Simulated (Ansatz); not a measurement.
**TiH3: stable or not**

The structure comes from a generated guess, relaxed at this level; another structure or a mixture of phases may lie lower.

These are results of Ansatz 0.2.0, DFT PBE, scalar-relativistic, plane waves, PAW, not measurements. Cutoff 420 eV, Γ-centred 12×12×8 mesh (8-atom cell), Gaussian smearing of 0.10 eV, no spin polarisation.

```cif
data_structure
_symmetry_space_group_name_H-M 'P 1'
_symmetry_Int_Tables_number 1
_cell_length_a 3.1655
_cell_length_b 3.1655
_cell_length_c 5.5851
_cell_angle_alpha 90.000
_cell_angle_beta 90.000
_cell_angle_gamma 120.000
_cell_volume 48.47
loop_
_atom_site_label
_atom_site_type_symbol
_atom_site_fract_x
_atom_site_fract_y
_atom_site_fract_z
_atom_site_occupancy
Ti1 Ti 0.33333 0.66667 0.25000 1
Ti2 Ti 0.66667 0.33333 0.75000 1
H1 H 0.33333 0.66667 0.59397 1
H2 H 0.33333 0.66667 0.90603 1
H3 H 0.66667 0.33333 0.40603 1
H4 H 0.66667 0.33333 0.09397 1
H5 H 0.00000 0.00000 0.25000 1
H6 H 0.00000 0.00000 0.75000 1
```

The zero of energy is the elements' standard structures at the same level (H₂ as a molecule); no fitted shifts are applied.

**Question.** These tests were run: energy against the elements; random kick, then relaxation without symmetry; phonons on a 3×3×1 q mesh. What do they show?

**Answer.**

| test | result |
| --- | --- |
| energy against the elements | −0.28 eV/atom |
| random kick, then relaxation without symmetry | returns |
| phonons on a 3×3×1 q mesh | imaginary modes down to 282i cm⁻¹ |

It fails one test: phonons on a 3×3×1 q mesh. So it isn't even a local minimum.

With hydrogen, zero-point motion can shift formation energies by some tens of meV/atom. The kick test ran on a coarse mesh. The run for the phonons used a 12×12×8 k mesh and Fermi–Dirac smearing of 0.15 eV.
